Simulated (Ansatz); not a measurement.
**Harmonic thermodynamics of TiGe4Mo**

Level of theory: DFT PBE, scalar-relativistic, plane waves, PAW (Ansatz 0.2.0). Plane waves to 420 eV; Γ-centred k mesh 12×12×6; Fermi-Dirac smearing of 0.15 eV. No spin polarisation. Phonons by linear response, acoustic sum rule imposed.

Equilibrium structure at this level:
```cif
data_structure
_symmetry_space_group_name_H-M 'P4/mmm'
_symmetry_Int_Tables_number 123
_cell_length_a 3.3425
_cell_length_b 3.3425
_cell_length_c 8.4954
_cell_angle_alpha 90.000
_cell_angle_beta 90.000
_cell_angle_gamma 90.000
_cell_volume 94.91
loop_
_atom_site_label
_atom_site_type_symbol
_atom_site_symmetry_multiplicity
_atom_site_Wyckoff_symbol
_atom_site_fract_x
_atom_site_fract_y
_atom_site_fract_z
_atom_site_occupancy
Ti1 Ti 1 d 0.50000 0.50000 0.50000 1
Ge1 Ge 2 g 0.00000 0.00000 0.66628 1
Ge2 Ge 2 h 0.50000 0.50000 0.15983 1
Mo1 Mo 1 a 0.00000 0.00000 0.00000 1
```

The cell was found from a structure generator's guess, not taken from experiment. In a metal, frequencies and elastic constants depend on the k mesh and the smearing, soft modes and shear constants most. The q mesh is coarse, so values between its points are rough.

Force constants from linear response on a 2×2×1 q mesh, interpolated to a fine mesh.

Phonon density of states, in bins of 5 cm⁻¹:
bin centre (cm⁻¹), share of modes (%) and a bar:
```
      2.5        0.0
      7.5        0.0
     12.5        0.0
     17.5        0.0
     22.5        0.0
     27.5        0.0
     32.5        0.0
     37.5        0.1
     42.5        0.1 #
     47.5        0.1 #
     52.5        0.1 #
     57.5        0.2 #
     62.5        0.2 #
     67.5        0.3 ##
     72.5        0.3 ##
     77.5        0.4 ###
     82.5        0.5 ###
     87.5        0.6 ####
     92.5        0.8 #####
     97.5        1.1 #######
    102.5        1.7 ##########
    107.5        2.2 #############
    112.5        3.4 ####################
    117.5        3.9 ########################
    122.5        3.5 #####################
    127.5        2.4 ###############
    132.5        5.0 ##############################
    137.5        4.8 #############################
    142.5        3.8 #######################
    147.5        4.1 #########################
    152.5        2.5 ###############
    157.5        2.9 ##################
    162.5        3.1 ###################
    167.5        4.1 #########################
    172.5        2.9 ##################
    177.5        3.7 ######################
    182.5        3.5 #####################
    187.5        2.2 #############
    192.5        2.2 #############
    197.5        3.0 ##################
    202.5        4.2 #########################
    207.5        1.6 ##########
    212.5        1.6 ##########
    217.5        1.3 ########
    222.5        3.4 ####################
    227.5        3.7 ######################
    232.5        3.0 ##################
    237.5        4.4 ##########################
    242.5        2.6 ################
    247.5        2.7 ################
    252.5        1.3 ########
    257.5        0.3 ##
```

(1) What is the zero-point energy per atom?

(2) How large are the vibrational entropy and heat capacity at 300 K?

(3) Tabulate them against temperature.

Answers

(1) 31.5 meV.

(2) S = 3.84 k_B and C_V = 2.83 k_B per atom, 94 % of the Dulong–Petit value.

(3)
```
T (K)  F_vib (meV/atom)  S (k_B/atom)  C_V (k_B/atom)
  100              28.4          1.12            1.87
  200              11.4          2.72            2.64
  300             -17.1          3.84            2.83
  400             -53.9          4.66            2.90
  500             -96.9          5.31            2.94
  600            -145.1          5.85            2.96
  700            -197.6          6.31            2.97
  800            -253.7          6.70            2.97
  900            -313.0          7.06            2.98
 1000            -375.1          7.37            2.98
```
